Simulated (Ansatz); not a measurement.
Name crystals whose computed values (r²SCAN in the plane-wave PAW code Ansatz) fall in these windows: B₀ by P(V) fit (GPa) 120 to 160; Θ_D (K) 480 to 660.



```csv
crystal,B₀ by P(V) fit (GPa),Θ_D (K)
"Ti2C, Fd-3m (Ti on 32e, C on 16d)",148,587
"Ti2SnC, P6_3/mmc (Ti on 4f, Sn on 2d, C on 2a)",144,531
"BaGaHO2, P4/mmm (Ba on 1d, Ga on 1a, O on 2f, H on 1b)",125,515
"SrGaHO2, P4/mmm (Sr on 1d, Ga on 1a, O on 2f, H on 1b)",135,591
"TiSi, Cmmm (Ti on 2b, Si on 2d)",132,487
```
Others may fit too.

Typed or built starts, not in the databases checked: BaGaHO2, P4/mmm (Ba on 1d, Ga on 1a, O on 2f, H on 1b); SrGaHO2, P4/mmm (Sr on 1d, Ga on 1a, O on 2f, H on 1b). Standing as an ambient phase not checked: Ti2C, Fd-3m (Ti on 32e, C on 16d); Ti2SnC, P6_3/mmc (Ti on 4f, Sn on 2d, C on 2a); TiSi, Cmmm (Ti on 2b, Si on 2d). All cells were relaxed under the symmetry of their starts (and spin orders); stability against distortions was not tested throughout. Named crystals with no word on spin ran without spin polarisation. Spin–orbit coupling is left out wherever it is not named.

Potentials: the earlier of the program's two PAW sets. The files were generated under PBE; for other functionals the program regenerates the frozen cores, and for LDA and PBEsol the local potential too.
